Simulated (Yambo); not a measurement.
G0W0@LDA for Rb2SiF6 (space group Fm-3m, No. 225) in Yambo. Reference settings: 2×2×2 Γ-centred k mesh, 215 bands and a 7 Ry block in the screening, 215 bands in G with the Bruneval-Gonze terminator, plasmon pole fitted at 27.2 eV. The LDA gap Γ → Γ on this mesh is 7.15 eV; G0W0 gaps are taken between the same points.

Gap (Γ → Γ) in eV against the number of bands and the screening block, terminator on:

```tsv
bands (W and G)	2 Ry	3 Ry	4 Ry	6 Ry	7 Ry
58	13.391	13.175	12.734	12.577	12.550
85	12.791	12.580	12.154	12.013	11.994
122	12.537	12.327	11.918	11.794	11.783
168	12.426	12.208	11.810	11.704	11.699
215	12.383	12.160	11.763	11.669	11.666
```

Rough cost of the Yambo step against the reference (shared machines):

```json
[
 {"bands (W and G)": "58", "2 Ry": "1/4", "3 Ry": "1/4", "4 Ry": "1/4", "6 Ry": "1/4", "7 Ry": "1/3"},
 {"bands (W and G)": "85", "2 Ry": "1/3", "3 Ry": "1/3", "4 Ry": "1/2", "6 Ry": "1/3", "7 Ry": "1/2"},
 {"bands (W and G)": "122", "2 Ry": "1/2", "3 Ry": "1/2", "4 Ry": "~1", "6 Ry": "~1", "7 Ry": "~1"},
 {"bands (W and G)": "168", "2 Ry": "~1", "3 Ry": "~1", "4 Ry": "~1", "6 Ry": "~1", "7 Ry": "~1"},
 {"bands (W and G)": "215", "2 Ry": "~1", "3 Ry": "~1", "4 Ry": "~1", "6 Ry": "~1", "7 Ry": "1"}
]
```

At the largest block the last step in bands moves the gap by -0.033 eV; at the most bands the last step in the block moves it by -0.003 eV.

Geometry of the Materials Project entry, not relaxed at this level; primitive cell a = 5.9067 Å, b = 5.9067 Å, c = 5.9067 Å, α = 60.00°, β = 60.00°, γ = 60.00°.

The structure is a Materials Project entry; no match was found in the copy of COD used, and its stability was not checked.
